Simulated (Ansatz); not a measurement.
# Equation of state of indium, dhcp

Level of theory: DFT, r2SCAN, plane waves (500 eV) with PAW, scalar-relativistic in Ansatz. The PAW files were generated under PBE, with cores re-solved for the functional.

The cell is scaled uniformly from the relaxed one, with fractional coordinates and shape fixed. Energies are extrapolated to zero smearing, pressures are those at the given smearing. Magnetic state: spin not included.

| V (Å³/atom) | E − E₀ (meV/atom) | P (GPa) |
| --- | --- | --- |
| 23.135 | 65.2 | 7.51 |
| 24.187 | 26.6 | 4.39 |
| 25.239 | 6.1 | 1.96 |
| 26.290 | 0.0 | 0.05 |
| 27.342 | 5.0 | -1.44 |
| 28.393 | 18.8 | -2.60 |
| 29.445 | 39.3 | -3.50 |

Problem. Fit a third-order Birch-Murnaghan equation.

Solution. V₀ = 26.30 Å³/atom, B₀ = 42 GPa, B₀′ = 5.1.
